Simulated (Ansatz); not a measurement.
GaSe:
```
GaSe
1.0
    1.85732     1.07232     7.81687
   -1.85732     1.07232     7.81687
    0.00000    -2.14465     7.81687
Ga Se
2 2
Direct
  0.05144   0.05144   0.05144
  0.94893   0.94893   0.94893
  0.76755   0.76755   0.76755
  0.56606   0.56606   0.56606
```

Relaxed with LDA.

Problem. Give the Bader charges and basin volumes of the independent atoms, plane-wave PAW LDA (Ansatz code).

Solution. 

| atom | Bader charge (e) | Bader volume (Å³) |
|---|---|---|
| Ga1 | +0.62 | 17.3 |
| Ga2 | +0.62 | 17.3 |
| Se3 | -0.62 | 29.4 |
| Se4 | -0.62 | 29.5 |

Space group R3m. The first step of the workflow began from a Materials Project structure, measured or hypothetical; the Crystallography Open Database copy checked does not list it. It is not the phase usual at ambient conditions (space group No. 194). The LDA relaxation kept the symmetry of its start; its stability against distortions is not shown here. A crystal of weakly bound layers computed without a dispersion correction: the cell and the soft elastic constants depend strongly on that.

Potentials: the later of the program's two PAW sets.
